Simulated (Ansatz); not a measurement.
Given:

Bi₂Se₃:
```cif
data_Bi2Se3
_chemical_formula_sum 'Bi2 Se3'
_space_group_name_H-M_alt 'P 1'
_space_group_IT_number 1
_cell_length_a 10.72708
_cell_length_b 10.72708
_cell_length_c 10.72708
_cell_angle_alpha 22.523
_cell_angle_beta 22.523
_cell_angle_gamma 22.523
loop_
_space_group_symop_operation_xyz
  'x, y, z'
loop_
_atom_site_label
_atom_site_type_symbol
_atom_site_fract_x
_atom_site_fract_y
_atom_site_fract_z
_atom_site_occupancy
Bi1 Bi 0.39555 0.39555 0.39555 1
Bi2 Bi 0.60445 0.60445 0.60445 1
Se1 Se 0.00000 0.00000 0.00000 1
Se2 Se 0.22127 0.22127 0.22127 1
Se3 Se 0.77873 0.77873 0.77873 1
```

This is the PBE-relaxed structure.

Q: All from plane-wave PAW PBE (Ansatz code), unless another level is named. Estimate the hole effective mass.

A: 0.31, 0.85, 2.1 mₑ (principal values).

Q: Predict the conduction-band minimum.

A: at Γ.

Q: Give the weight of the valence-edge state by species (Voronoi cells).

A: Se 86 %, Bi 14 %.

Space group R-3m. The PBE relaxation kept the symmetry of its start. The volume moved by 16 % from the start of the relaxation. A crystal of weakly bound layers computed without a dispersion correction: the cell and the soft elastic constants depend strongly on that. Scalar-relativistic: spin–orbit coupling is off unless named, which matters more the heavier the elements.

Potentials: the later of the program's two PAW sets.

Edges and masses are those of Kohn–Sham bands, whose gap is no quasiparticle gap.
